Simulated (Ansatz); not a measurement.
Sc (P6_3/mmc), two-dimensional strain map

Level of theory: DFT PBE, scalar-relativistic, plane waves, PAW in Ansatz 0.2.0. Settings: plane waves to 420 eV, k-mesh 18×18×10 (Γ-centred), Gaussian smearing 0.15 eV. No spin polarisation. Energies are free energies at this smearing, counted from the undisturbed cell; pressure is positive in compression.

Reference structure (as given, not relaxed at this level; it stands at -0.6 GPa):

```
Sc
1.0
     3.30880    0.00000    0.00000
    -1.65440    2.86550    0.00000
     0.00000    0.00000    5.26800
Sc
2
Direct
  0.33333 0.66667 0.25000
  0.66667 0.33333 0.75000
```

The cell is strained by p along both x and y and by q along z, fractional coordinates fixed. Points are written (p, q).

Energy above the undisturbed cell in meV/atom (a dash: not computed):

```
 p \ q  -0.030  -0.015  0.000  0.015  0.030
-0.030    26.9    21.2      ?   20.3   24.5
-0.015     7.7     4.3    4.4      ?   14.2
 0.000    -0.9    -2.2    0.0    5.4   13.8
 0.015     0.3     0.9    5.0   12.3   22.5
 0.030       ?    12.8   18.7   27.7      ?
```

(1) Fill in the withheld energies.

Results:

(1) (-0.030, 0.000): 19.1; (-0.015, 0.015): 7.8; (0.030, -0.030): 10.3; (0.030, 0.030): 39.5.